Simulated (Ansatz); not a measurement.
**Equation of state of selenium, diamond**

All numbers below come from DFT, LDA (PW92), plane waves (420 eV) with PAW, scalar-relativistic (Ansatz 0.2.0). The PAW files were generated under PBE, with cores re-solved for the functional.

The cell is scaled uniformly from the relaxed one, with fractional coordinates and shape fixed. Energies are extrapolated to zero smearing, pressures are those at the given smearing. Magnetic state: spin not included.

```
V (Å³/atom)  E − E₀ (meV/atom)  P (GPa)
     25.814               77.6     7.84
     26.988               32.0     4.69
     28.161                7.4     2.11
     29.335                0.0     0.02
     30.508                6.5    -1.70
     31.681               24.4    -3.09
     32.855               51.5    -4.23
```

Problem. Fit a third-order Birch-Murnaghan equation.

Solution. V₀ = 29.33 Å³/atom, B₀ = 47 GPa, B₀′ = 4.1.
